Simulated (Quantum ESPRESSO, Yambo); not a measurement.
NaOH: DFT and GW levels

Space group Pbcm (No. 57); a = 3.1260 Å, b = 5.8671 Å, c = 6.1043 Å, α = β = γ = 90.00°

```json
[
 {"atom": "H", "site": "4d", "symmetry": "..m", "x": "0.4501", "y": "0.0217", "z": "0.2500"},
 {"atom": "O", "site": "4d", "symmetry": "..m", "x": "0.2936", "y": "0.4287", "z": "0.2500"},
 {"atom": "Na", "site": "4c", "symmetry": "2..", "x": "0.1561", "y": "0.7500", "z": "0.0000"}
]
```

The geometry is that of Materials Project entry mp-626778, symmetrised and not relaxed again.

Starting point: PBEsol (pw.x of Quantum ESPRESSO, ONCV potentials, scalar-relativistic). G0W0 in Yambo: 4×2×2 Γ-centred k mesh, bands 5 to 267 and a 10 Ry block in the screening, 267 bands in G with the Bruneval-Gonze terminator, plasmon pole fitted at 27.2 eV.

```yaml
PBEsol gap along the band path: 3.53 eV
PBEsol gap between the mesh's edge points (Γ → Γ): 3.53 eV
G0W0 gap between the same points: 6.42 eV
```

| k point | band | E PBEsol (eV) | E QP (eV) | shift (eV) | Z |
|---|---|---|---|---|---|
| Γ | VB | 0.00 | -1.72 | -1.72 | 0.80 |
| Γ | CB | 3.53 | 4.70 | 1.17 | 0.87 |
| (0, -0.5, -0.5) | VB | -0.62 | -2.46 | -1.84 | 0.80 |
| (0, -0.5, -0.5) | CB | 6.41 | 7.91 | 1.50 | 0.85 |
| (-0.5, -0.5, 0) | VB | -0.55 | -2.41 | -1.86 | 0.80 |
| (-0.5, -0.5, 0) | CB | 7.53 | 9.08 | 1.54 | 0.86 |
| (-0.5, -0.5, -0.5) | VB | -0.73 | -2.62 | -1.89 | 0.80 |
| (-0.5, -0.5, -0.5) | CB | 8.08 | 9.60 | 1.52 | 0.86 |

Energies count from the PBEsol valence-band maximum.

Nearest settings tried, and what they do to the gap: 173 bands in W, 173 bands in G: +11 meV; 8 Ry block (297 vectors against 409): -65 meV. Not varied: mesh. So the settings aren't converged at that level.

The structure is a Materials Project entry; no match was found in the copy of COD used, and its stability was not checked.
